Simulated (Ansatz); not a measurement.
LuBRh$_{3}$:
```xyz
5
Lattice="4.1419 0.0000 0.0000 0.0000 4.1419 0.0000 0.0000 0.0000 4.1419" Properties=species:S:1:pos:R:3 pbc="T T T"
Rh     0.0000     2.0709     2.0709
Rh     2.0709     0.0000     2.0709
Rh     2.0709     2.0709     0.0000
B      2.0709     2.0709     2.0709
Lu     0.0000     0.0000     0.0000
```

Relaxed with r²SCAN.

Task: Map the valence electron density (e/Å³), cut off at 4 on the plane through (0.000, 0.500, 0.500) spanned by u = [1, 0, 0] and v = [0, 1, 1] in lattice vectors, from r²SCAN in the plane-wave PAW code Ansatz.

Result: x is the fraction of u, y of v (the angle between them is 90°; rows are the nearest grid lines); atoms in the plane: Rh at (0.00, 0.00), B at (0.50, 0.00), Lu at (0.00, 0.50).
```
y \ x   0.000  0.0952  0.190  0.286  0.381  0.476  0.524  0.619  0.714  0.810  0.905   1.00
------  -----  ------  -----  -----  -----  -----  -----  -----  -----  -----  -----  -----
1.00     4.00    4.00   2.18  0.668  0.719  0.281  0.281  0.719  0.668   2.18   4.00   4.00
0.931    4.00    4.00   1.21  0.528  0.658  0.671  0.671  0.658  0.528   1.21   4.00   4.00
0.862    1.98    1.12  0.435  0.333  0.433  0.542  0.542  0.433  0.333  0.435   1.12   1.98
0.759   0.230   0.205  0.185  0.202  0.257  0.308  0.308  0.257  0.202  0.185  0.205  0.230
0.690   0.339   0.261  0.176  0.173  0.215  0.244  0.244  0.215  0.173  0.176  0.261  0.339
0.621    3.53    1.84  0.415  0.171  0.166  0.180  0.180  0.166  0.171  0.415   1.84   3.53
0.552    4.00    4.00   1.45  0.211  0.133  0.132  0.132  0.133  0.211   1.45   4.00   4.00
0.448    4.00    4.00   1.45  0.211  0.133  0.132  0.132  0.133  0.211   1.45   4.00   4.00
0.379    3.53    1.84  0.415  0.171  0.166  0.180  0.180  0.166  0.171  0.415   1.84   3.53
0.310   0.339   0.261  0.176  0.173  0.215  0.244  0.244  0.215  0.173  0.176  0.261  0.339
0.241   0.230   0.205  0.185  0.202  0.257  0.308  0.308  0.257  0.202  0.185  0.205  0.230
0.138    1.98    1.12  0.435  0.333  0.433  0.542  0.542  0.433  0.333  0.435   1.12   1.98
0.0690   4.00    4.00   1.21  0.528  0.658  0.671  0.671  0.658  0.528   1.21   4.00   4.00
0.000    4.00    4.00   2.18  0.668  0.719  0.281  0.281  0.719  0.668   2.18   4.00   4.00
```

The density is the valence pseudo-density with augmentation charge, so density and ELF within about 1 Å of a nucleus are not all-electron values.

Space group Pm-3m (cubic perovskite). The workflow started from an entry of the Crystallography Open Database (COD). Its standing as an ambient phase is unchecked. The r²SCAN relaxation kept the symmetry of its start; whether a distortion lowers the energy is not shown. No spin polarisation was allowed. Spin–orbit coupling is left out wherever it is not named.

Potentials: the later of the program's two PAW sets.
